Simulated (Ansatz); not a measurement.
# MgV₂C₄O₁₂: gradients before and after relaxing the atoms

Start: a computed structure from the Materials Project (it need not be an observed phase).

Space group P-1 (No. 2); a = 4.4474, b = 5.9830, c = 7.7081 Å, α = 87.79°, β = 88.47°, γ = 87.99°.

| site | Wyckoff | site symmetry | x | y | z |
| --- | --- | --- | --- | --- | --- |
| Mg | 1f | -1 | 0.5000 | 0.0000 | 0.5000 |
| V2 | 1g | -1 | 0.0000 | 0.5000 | 0.5000 |
| V3 | 1d | -1 | 0.5000 | 0.0000 | 0.0000 |
| C4 | 2i | 1 | 0.9938 | 0.1294 | 0.2501 |
| C5 | 2i | 1 | 0.4989 | 0.3580 | 0.7432 |
| O8 | 2i | 1 | 0.8633 | 0.1951 | 0.3969 |
| O9 | 2i | 1 | 0.8506 | 0.1359 | 0.1108 |
| O10 | 2i | 1 | 0.7479 | 0.4544 | 0.7195 |
| O11 | 2i | 1 | 0.7251 | 0.9392 | 0.7475 |
| O12 | 2i | 1 | 0.6607 | 0.6920 | 0.3950 |
| O13 | 2i | 1 | 0.6035 | 0.7009 | 0.1066 |

One atom of each set is listed.

The numbers come from a DFT calculation in Ansatz (PBE, plane waves and PAW, scalar-relativistic, collinear spin, 420 eV cutoff, Γ-centred 6×4×3 k-points, Fermi–Dirac smearing 0.02 eV). Start moments as typed (μB): 2 on each V, none on the rest.

The largest force at the start is 0.27 eV/Å. Relaxing the ions at fixed cell moves them by 0.049 Å at most (atom 9, O) and 0.030 Å rms.

| site | moved (Å) | first shell before | first shell after | V_zz before (10²¹ V/m²) | η before |
| --- | --- | --- | --- | --- | --- |
| Mg | 0.000 | 6 O at 2.13–2.19 Å | 6 O at 2.14–2.21 Å | -0.61 | 0.66 |
| V2 | 0.000 | 6 O at 2.02–2.13 Å | 6 O at 1.99–2.12 Å | -5.99 | 0.46 |
| V3 | 0.000 | 6 O at 1.98–2.20 Å | 6 O at 1.96–2.19 Å | -5.46 | 0.17 |
| C4 | 0.012 | 3 O at 1.26–1.32 Å | 3 O at 1.26–1.32 Å | 2.38 | 0.28 |
| C5 | 0.021 | 3 O at 1.27–1.34 Å | 3 O at 1.27–1.34 Å | 2.56 | 0.50 |
| O9 | 0.049 | 1 C at 1.26 Å, 1 V at 2.01 Å, angle 142° | 1 C at 1.26 Å, 1 V at 1.97 Å, angle 144° | -13.17 | 0.85 |
| O10 | 0.046 | 1 C at 1.27 Å, 1 V at 2.02 Å, angle 130° | 1 C at 1.27 Å, 1 V at 1.99 Å, angle 132° | 11.30 | 0.96 |
| O11 | 0.025 | 1 C at 1.30 Å, 1 Mg at 2.19 Å, 1 V at 2.20 Å | 1 C at 1.30 Å, 1 V at 2.19 Å, 1 Mg at 2.21 Å | 11.37 | 0.35 |
| O12 | 0.035 | 1 C at 1.34 Å, 1 V at 2.03 Å, 1 Mg at 2.13 Å | 1 C at 1.34 Å, 1 V at 2.02 Å, 1 Mg at 2.14 Å | 12.53 | 0.97 |
| O13 | 0.036 | 1 C at 1.27 Å, 1 V at 1.98 Å, angle 121° | 1 C at 1.27 Å, 1 V at 1.96 Å, angle 123° | -12.48 | 0.84 |

**Question.** How do the gradients change?

**Answer.** 

```tsv
site	V_zz after	η after	change of V_zz
Mg	-0.63	0.70	-0.02
V2	-5.62	0.50	+0.37
V3	-5.31	0.32	+0.15
C4	2.34	0.25	-0.04
C5	2.54	0.48	-0.02
O9	-13.01	0.88	+0.16
O10	11.32	0.98	+0.02
O11	11.33	0.39	-0.04
O12	12.48	0.99	-0.05
O13	-12.50	0.86	-0.02
```

The largest change of V_zz is on V2, from -5.99 to -5.62. The whole tensor moves most on V3, by 0.99 along its most changed direction. In per cent, |V_zz| changes by +4 on Mg, -6 to -3 on V, -2 to -1 on C, -1 to 0 on O (all sites that start above 0.5). Where |V_zz| stays above 0.1, η moves most on V3, from 0.17 to 0.32. The table leaves out 1 of the 11 sites, with |V_zz| up to 13.50; their tensors move by 0.30 at most along any direction. The statements above cover all sites.

All moments are parallel here, as the start or the cell imposes; many such compounds order antiparallel, where fields and spin densities carried over to other atoms largely cancel. The magnetic order is the one that the run reached from its start moments, not necessarily the measured one.
Before: With a gap of 0.2 eV on this mesh, small gradients can still move by 0.1 × 10²¹ V/m² or more as the k-mesh gets denser.
After: With a gap of 0.13 eV under a smearing of 0.02 eV the band edges are partly filled, so small gradients can hang on the smearing and the k-mesh.
